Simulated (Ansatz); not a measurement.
# InO: what symmetry allows forces and stress to be

```yaml
crystal:
  lattice:
    - [3.53785, 0.00000, 0.00000]
    - [-1.76892, 3.06387, 0.00000]
    - [0.00000, 0.00000, 17.21697]
  atoms:
    - { symbol: In, position: [0.66667, 0.33333, 0.58187] }
    - { symbol: In, position: [0.66667, 0.33333, 0.41813] }
    - { symbol: O, position: [0.00000, 0.00000, 0.65045] }
    - { symbol: O, position: [0.00000, 0.00000, 0.34955] }
```

Level of theory: DFT PBEsol, scalar-relativistic, plane waves, PAW in Ansatz.

Settings: cutoff 420 eV, Γ-centred mesh 12×12×4 on the computed 4-atom cell, Gaussian smearing of 0.05 eV; no spin polarisation.

This distorted cell has space group P-6m2, with 12 operations.

Task: Without a calculation: in which directions can each atom feel a force?

Result: A force must be left unchanged by every operation that keeps its atom in place, so it lies in the space that those operations leave fixed. Atoms that the group maps onto each other feel forces of one size.
```csv
atom,site symmetry,operations at the site,equivalent to atom,allowed force (Cartesian)
In1,3m.,6,1,"along (0.00, 0.00, 1.00)"
In2,3m.,6,1,"along (0.00, 0.00, 1.00)"
O3,3m.,6,3,"along (0.00, 0.00, 1.00)"
O4,3m.,6,3,"along (0.00, 0.00, 1.00)"
```

That leaves 2 independent force components of 12. A relaxation in this cell that keeps the symmetry moves the atoms in these directions alone.

Task: And the stress tensor?

Result: It must be invariant under the point group, which leaves 2 independent components: yz, xz, xy vanish; xx = yy.

Task: Do the computed values obey this?

Result: Yes. Forces (eV/Å):
```
In1  0.000  0.000  3.139
In2  0.000  0.000 -3.139
O3   0.000  0.000 -3.197
O4   0.000  0.000  3.197
```

Stress (GPa, compression positive, xx yy zz yz xz xy): -6.58 -6.58 -6.62 0.00 0.00 0.00. The program imposes the same operations on density, forces and stress, so this confirms the analysis and is no independent test of the calculation.

The cell holds layers, and where no dispersion correction was added their binding is poorly described.